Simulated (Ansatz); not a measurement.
Be2C (fluorite or antifluorite type, Fm-3m) under volume change, LDA (plane waves, PAW; program Ansatz), scaled uniformly.

| V (Å³/atom) | E − E(relaxed) (meV/atom) | P (GPa) |
|---|---|---|
| 5.897 | 40.8 | 24.06 |
| 6.091 | 17.3 | 14.92 |
| 6.286 | 4.1 | 6.95 |
| 6.480 | 0.0 | 0.00 |
| 6.675 | (withheld) | (withheld) |
| 6.869 | 14.5 | -11.41 |
| 7.063 | (withheld) | (withheld) |

Task: Some entries are withheld; supply them.

Result: 
- 7.063, E − E(relaxed) (meV/atom): 31.2
- 7.063, P (GPa): -16.07
- 6.675, E − E(relaxed) (meV/atom): 3.8
- 6.675, P (GPa): -6.09

Task: What does a third-order Birch–Murnaghan fit give for V₀, B₀ and B′?

Result: V₀ = 6.48 Å³/atom, B₀ = 217 GPa, B′ = 3.5.

The LDA relaxation kept the symmetry of its start; phonons on a q-mesh show no instability.

Potentials: the later of the program's two PAW sets.
